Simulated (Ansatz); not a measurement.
CoRhN2:
```xyz
4
Lattice="1.3567 0.7833 6.0352 -1.3567 0.7833 6.0352 0.0000 -1.5665 6.0352" Properties=species:S:1:pos:R:3 pbc="T T T"
Co     0.0000     0.0000     9.0528
Rh     0.0000     0.0000     0.0000
N      0.0000     0.0000    16.1759
N      0.0000     0.0000     1.9296
```
The run is spin-polarised; directions of the spins, atom by atom: ↑ 0 0 0.

Relaxed with r²SCAN.

Map the valence electron density (e/Å³), cut off at 3 on the plane through (0.500, 0.500, 0.500) spanned by u = [1, 0, 0] and v = [-1, 1, 1] in lattice vectors, from plane-wave PAW r²SCAN (Ansatz code).

x is the fraction of u, y of v (the angle between them is 42°; rows are the nearest grid lines); atoms in the plane: Co at (0.00, 0.00), Rh at (0.00, 0.50), N at (0.79, 0.39), N at (0.21, 0.61).
```
|@@@@-.                    .-@@@@|
|@@@@#:                     .=@@@|
|@@@@@*:.                     .=@|
|-#@@@#-.                      .-|
|..::--:.                       .|
|..::::..                       .|
|.:=++=:.               .....   .|
|.:=#%%+-.              ..:::....|
|::-*@@@@#-.            .:+@@@%=:|
|*::=@@@@@*-.           .:+@@@@@*|
|@@#--*@@@@#=:.   ..::::..:%@@@@@|
|@@@*--+%@@%+:.   ..:-==-::=@@@@@|
|@@@@@=::-==-:..   .:+%@@%+--*@@@|
|@@@@@%:..::::..   .:=#@@@@*--#@@|
|*@@@@@+:.           .-*@@@@@=::*|
|:=%@@@+:.            .-#@@@@*-::|
|....:::..              .-+%%#=:.|
|.   .....               .:=++=:.|
|.                       ..::::..|
|.                       .:--::..|
|-.                      .-#@@@#-|
|@=.                     .:*@@@@@|
|@@@=.                     :#@@@@|
|@@@@-.                    .-@@@@|
```
Scale: ten equal steps from 0.073 (start of ' ') to 3.00 (end of '@'), in the order ' .:-=+*#%@'; x runs from 0.000 to 1.00, y from 0.000 (bottom) to 1.00 (top).

The density is the valence pseudo-density with augmentation charge, so density and ELF within about 1 Å of a nucleus are not all-electron values.

Space group R-3m. The start of the workflow was typed in or built on a structure type; neither database checked (COD, Materials Project) lists it. Whether it is the stable phase at ambient conditions was not checked. The cell was relaxed with r²SCAN under the symmetry of its start; whether a distortion lowers the energy is not shown. Magnetic state: ferromagnetic, the only order run, not a proven ground state. Its formation energy is positive at this level, so the cell may be metastable or incomplete. Other orbital occupations within this spin state were not tried. No Hubbard U is applied.

Potentials: the earlier of the program's two PAW sets. The files were generated under PBE; for other functionals the program regenerates the frozen cores, and for LDA and PBEsol the local potential too.
